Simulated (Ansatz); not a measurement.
All-electron DFT: C₃Cl

Cell: model C₃Cl built from a cell of pyramidal units and then distorted, one atom being moved towards a neighbour.

PBE, LAPW, all electrons in Ansatz, scalar-relativistic, point nucleus. Brillouin zone: 2×2×2 (shift 0.5, 0.5, 0.5 mesh steps), Fermi–Dirac smearing of 0.15 eV; a denser mesh would shift the values. In metals such a mesh can move stress, forces and moments by their own size. No spin polarisation. The cell's electron count is odd, so a run with spin could end lower.

```
Cl C
1.0
     3.69977    0.00405   -0.02046
     0.00405    3.71796   -0.17149
    -0.02046   -0.17149    3.66359
Cl C
1 3
Direct
  0.20963 0.51215 0.64006
  0.44324 0.77757 0.89157
  0.44843 0.24507 0.36286
  0.92622 0.77042 0.35758
```

Task: What forces and pressure does this calculation give?

Result: 
| atom | Fx (eV/Å) | Fy (eV/Å) | Fz (eV/Å) |
| --- | --- | --- | --- |
| Cl1 | -3.243 | -1.052 | -1.251 |
| C2 | 2.270 | 2.566 | 2.007 |
| C3 | 1.043 | -1.132 | -1.117 |
| C4 | -0.070 | -0.383 | 0.361 |

Stress (GPa; xx, yy, zz, yz, xz, xy; compression positive): 1.32, 7.01, 7.62, 14.49, 6.61, -0.42.

* All-electron E − TS, for this scheme: -15652.234 eV
* Pressure: 5.32 GPa
* Largest force: 3.971 eV/Å
